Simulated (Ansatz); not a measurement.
## Si (I4/mmm), two-dimensional strain map

Computed with DFT LDA, scalar-relativistic, plane waves, PAW in Ansatz. Settings: plane waves to 420 eV, k-mesh 10×10×10 (Γ-centred), Gaussian smearing 0.03 eV. No spin polarisation. Energies are free energies at this smearing, counted from the undisturbed cell; pressure is positive in compression.

The starting cell (as given, not relaxed at this level; it stands at -1.8 GPa; this form isn't the usual structure):

```yaml
crystal:
  lattice:
    - [-3.32544, 3.32544, 1.92239]
    - [3.32544, -3.32544, 1.92239]
    - [3.32544, 3.32544, -1.92239]
  atoms:
    - { symbol: Si, position: [0.17880, 0.17880, 0.35760] }
    - { symbol: Si, position: [0.82120, 0.82120, 0.64240] }
    - { symbol: Si, position: [0.17880, 0.82120, 0.00000] }
    - { symbol: Si, position: [0.82120, 0.17880, 0.00000] }
```

The cell is strained by p along both x and y and by q along z, fractional coordinates fixed. Points are written (p, q).

Energy above the undisturbed cell in meV/atom (a dash: not computed):

| p \ q | -0.030 | -0.015 | 0.000 | 0.015 | 0.030 |
| --- | --- | --- | --- | --- | --- |
| -0.030 | 26.9 | 16.9 | 14.0 | 17.2 | 26.2 |
| -0.015 | 8.5 | 0.6 | -0.3 | 5.0 | 15.7 |
| 0.000 | 5.0 | -0.8 | 0.0 | 6.9 | 19.2 |
| 0.015 | 14.8 | 10.8 | 13.2 | 21.5 | 35.1 |
| 0.030 | 36.3 | 33.9 | 37.8 | 47.4 | 62.1 |

Pressure in GPa:

```csv
p \ q,-0.030,-0.015,0.000,0.015,0.030
-0.030,7.2,5.4,3.8,2.3,1.0
-0.015,3.9,2.2,0.7,-0.6,-1.8
0.000,1.0,-0.5,-1.8,-3.0,-4.1
0.015,-1.5,-2.8,-4.1,-5.1,-6.1
0.030,-3.6,-4.8,-5.9,-6.9,-7.7
```

Gap on the k-mesh in eV:

| p \ q | -0.030 | -0.015 | 0.000 | 0.015 | 0.030 |
| --- | --- | --- | --- | --- | --- |
| -0.030 | 0.00 | 0.00 | 0.00 | 0.00 | 0.00 |
| -0.015 | 0.11 | 0.13 | 0.07 | 0.00 | 0.00 |
| 0.000 | 0.24 | 0.25 | 0.27 | 0.13 | 0.00 |
| 0.015 | 0.29 | 0.30 | 0.32 | 0.32 | 0.17 |
| 0.030 | 0.24 | 0.28 | 0.30 | 0.31 | 0.32 |

Where the gap reads zero the k-mesh, chosen for the insulator, is on the coarse side.